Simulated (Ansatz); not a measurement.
**Lattice vibrations of BN at Γ at 3 GPa**

Method: DFT LDA, scalar-relativistic, plane waves, PAW (Ansatz). Settings: 420 eV plane-wave cutoff, Γ-centred 12×12×6 mesh, fixed occupations. No spin polarisation. Phonons by linear response, acoustic sum rule imposed.

The cell, relaxed at 3 GPa:
```xyz
4
Lattice="2.5169 0.0000 0.0000 -1.2585 2.1797 0.0000 0.0000 0.0000 4.1651" Properties=species:S:1:pos:R:3 pbc="T T T"
B     1.2585    0.7266    4.1637
B     0.0000    1.4532    2.0812
N     1.2585    0.7266    2.6046
N     0.0000    1.4532    0.5220
```

Problem. Is this structure stable against zone-centre distortions?

Solution. Yes, at Γ: no optical mode is imaginary. Strains and other wave vectors aren't tested by this run.

Problem. List the optical modes at Γ without the LO field (i marks imaginary ones).

Solution.
| frequency (meV) | degeneracy | IR intensity of the level ((D/Å)²/amu) |
| --- | --- | --- |
| 59.1 | 2 | 0.00 |
| 123.2 | 2 | 0.00 |
| 123.2 | 1 | 0.00 |
| 131.2 | 1 | 27.46 |
| 135.2 | 2 | 49.55 |
| 141.5 | 1 | 0.00 |

This wurtzite form isn't the usual stable structure of the compound at low pressure.

Cost: 1 run of about 2.2 core-minutes, on Intel Xeon Processor @ 2.50GHz (Skylake/Cascade Lake) (shared hosts).